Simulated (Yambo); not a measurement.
Yambo run on LiTaO3 (space group R3c, No. 161). The wavefunctions are norm-conserving PBEsol (Quantum ESPRESSO, 84 Ry, no spin-orbit coupling) ones on a 4×4×4 mesh (34 occupied bands); a = b = c = 5.477 Å, α = β = γ = 55.90°.

Yambo input:

```
rim_cut
gw0
dyson
el_el_corr
HF_and_locXC
cohsex
em1s
RandQpts= 1000000
RandGvec= 1 Ry
EXXRLvcs= 84 Ry
VXCRLvcs= 336 Ry
Chimod= "HARTREE"
% BndsRnXs
 5 | 166 |
%
NGsBlkXs= 7 Ry
% LongDrXs
 1.0 | 1.0 | 1.0 |
%
ExtendOut
% QPkrange
 1 | 1 | 34 | 35 |
%
```

k points by index: 1 = Γ.

Table of the .qp output:

```
#    K-point    Band    Eo [eV]    E [eV]    E-Eo [eV]    Vxc [eV]    Vnlxc [eV]    Sc|Eo [eV]    Re(Z)    Im(Z)
#
    1    34    0.000000    -2.277803    -2.277803    -19.73294    -24.97613    2.965385    1.000000    0.000000
    1    35    3.866246    3.970733    0.104488    -15.81682    -9.983431    -5.728905    1.000000    0.000000
```
(The two width columns are left out.) Convergence of these settings isn't established.

Geometry of the Materials Project entry, not relaxed at this level.
